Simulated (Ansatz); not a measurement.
BN:
```cif
data_B6N6
_chemical_formula_sum 'B6 N6'
_space_group_name_H-M_alt 'P63mc'
_space_group_IT_number 186
_space_group_name_Hall 'P 6c -2c'
_cell_length_a 2.49773
_cell_length_b 2.49773
_cell_length_c 19.77840
_cell_angle_alpha 90.000
_cell_angle_beta 90.000
_cell_angle_gamma 120.000
loop_
_atom_site_label
_atom_site_type_symbol
_atom_site_symmetry_multiplicity
_atom_site_Wyckoff_symbol
_atom_site_fract_x
_atom_site_fract_y
_atom_site_fract_z
_atom_site_occupancy
B1 B 2 a 0.00000 0.00000 0.08348 1
N1 N 2 b 0.33333 0.66667 0.08358 1
B2 B 2 b 0.33333 0.66667 0.25001 1
N2 N 2 b 0.66667 0.33333 0.25010 1
B3 B 2 b 0.66667 0.33333 0.41639 1
N3 N 2 a 0.00000 0.00000 0.41645 1
```

Relaxed with r²SCAN+D4.

Question: Which orbitals make up the states near the band edges in plane-wave PAW r²SCAN+D4 (Ansatz code)?

Answer: Top 1 eV of the valence band: N 2p 90 %, B 2p 9 %. Bottom 1 eV of the conduction band: B 2p 87 %, N 2p 8 %. Projections are on Löwdin-orthogonalised atomic valence shells; empty p or d shells of many metals are not among them.

Question: Tabulate the density of states.

Answer: States/eV per cell of 12 atoms, in 0.25 eV bins, energy from the valence-band maximum.

| E (eV) | total | N 2p | B 2p | B 2s |
|---|---|---|---|---|
| -7.85 | 2.33 | 1.51 | 0.37 | 0.32 |
| -7.60 | 1.97 | 1.28 | 0.30 | 0.27 |
| -7.35 | 2.44 | 1.60 | 0.32 | 0.39 |
| -7.10 | 2.53 | 1.66 | 0.36 | 0.40 |
| -6.85 | 2.59 | 1.69 | 0.40 | 0.38 |
| -6.60 | 2.65 | 1.73 | 0.45 | 0.36 |
| -6.35 | 2.94 | 1.88 | 0.60 | 0.34 |
| -6.10 | 3.28 | 2.08 | 0.76 | 0.33 |
| -5.85 | 3.51 | 2.21 | 0.87 | 0.31 |
| -5.60 | 3.89 | 2.44 | 1.03 | 0.30 |
| -5.35 | 4.31 | 2.71 | 1.20 | 0.29 |
| -5.10 | 4.53 | 2.86 | 1.29 | 0.26 |
| -4.85 | 4.57 | 2.93 | 1.31 | 0.23 |
| -4.60 | 5.46 | 3.52 | 1.62 | 0.21 |
| -4.35 | 7.82 | 5.08 | 2.45 | 0.19 |
| -4.10 | 6.09 | 3.99 | 1.88 | 0.14 |
| -3.85 | 4.97 | 3.30 | 1.47 | 0.13 |
| -3.60 | 4.51 | 3.03 | 1.31 | 0.11 |
| -3.35 | 4.87 | 3.30 | 1.43 | 0.09 |
| -3.10 | 4.41 | 3.03 | 1.25 | 0.08 |
| -2.85 | 4.50 | 3.14 | 1.26 | 0.06 |
| -2.60 | 4.33 | 3.07 | 1.18 | 0.05 |
| -2.35 | 4.12 | 2.97 | 1.08 | 0.03 |
| -2.10 | 4.16 | 3.07 | 1.04 | 0.02 |
| -1.85 | 4.16 | 3.14 | 0.98 | 0.01 |
| -1.60 | 4.45 | 3.44 | 0.97 | 0.01 |
| -1.35 | 3.72 | 2.98 | 0.71 | 0.00 |
| -1.10 | 3.42 | 2.85 | 0.54 | 0.00 |
| -0.85 | 3.48 | 3.00 | 0.45 | 0.00 |
| -0.60 | 3.43 | 3.07 | 0.33 | 0.00 |
| -0.35 | 2.47 | 2.30 | 0.15 | 0.00 |
| -0.10 | 1.54 | 1.49 | 0.03 | 0.00 |
| 0.15 | 0.00 | 0.00 | 0.00 | 0.00 |
| 0.40 | 0.00 | 0.00 | 0.00 | 0.00 |
| 0.65 | 0.00 | 0.00 | 0.00 | 0.00 |
| 0.90 | 0.00 | 0.00 | 0.00 | 0.00 |
| 1.15 | 0.00 | 0.00 | 0.00 | 0.00 |
| 1.40 | 0.00 | 0.00 | 0.00 | 0.00 |
| 1.65 | 0.00 | 0.00 | 0.00 | 0.00 |
| 1.90 | 0.00 | 0.00 | 0.00 | 0.00 |
| 2.15 | 0.00 | 0.00 | 0.00 | 0.00 |
| 2.40 | 0.00 | 0.00 | 0.00 | 0.00 |
| 2.65 | 0.00 | 0.00 | 0.00 | 0.00 |
| 2.90 | 0.00 | 0.00 | 0.00 | 0.00 |
| 3.15 | 0.00 | 0.00 | 0.00 | 0.00 |
| 3.40 | 0.00 | 0.00 | 0.00 | 0.00 |
| 3.65 | 0.00 | 0.00 | 0.00 | 0.00 |
| 3.90 | 0.00 | 0.00 | 0.00 | 0.00 |
| 4.15 | 0.00 | 0.00 | 0.00 | 0.00 |
| 4.40 | 0.00 | 0.00 | 0.00 | 0.00 |
| 4.65 | 0.02 | 0.00 | 0.01 | 0.00 |
| 4.90 | 0.75 | 0.07 | 0.63 | 0.00 |
| 5.15 | 2.03 | 0.15 | 1.78 | 0.00 |
| 5.40 | 3.18 | 0.25 | 2.80 | 0.00 |
| 5.65 | 3.63 | 0.36 | 3.10 | 0.01 |
| 5.90 | 3.63 | 0.45 | 2.86 | 0.06 |
| 6.15 | 3.38 | 0.50 | 2.54 | 0.06 |
| 6.40 | 2.73 | 0.44 | 1.88 | 0.09 |
| 6.65 | 2.50 | 0.44 | 1.61 | 0.09 |
| 6.90 | 2.37 | 0.44 | 1.44 | 0.10 |
| 7.15 | 2.33 | 0.45 | 1.35 | 0.11 |
| 7.40 | 2.35 | 0.47 | 1.28 | 0.13 |
| 7.65 | 2.47 | 0.49 | 1.27 | 0.15 |
| 7.90 | 2.94 | 0.57 | 1.39 | 0.21 |
| 8.15 | 2.92 | 0.59 | 1.36 | 0.20 |
| 8.40 | 2.09 | 0.50 | 1.02 | 0.11 |
| 8.65 | 1.59 | 0.42 | 0.78 | 0.08 |
| 8.90 | 1.34 | 0.36 | 0.64 | 0.07 |
| 9.15 | 2.08 | 0.47 | 0.89 | 0.17 |
| 9.40 | 1.61 | 0.37 | 0.69 | 0.13 |

Space group P6_3mc. The start of the workflow was typed in or built on a structure type. Its sites differ from those of the usual phase in this space group: another stacking or structure type. The cell was relaxed with r²SCAN+D4 under the symmetry of its start; its stability against distortions is not shown here.

Potentials: the earlier of the program's two PAW sets.
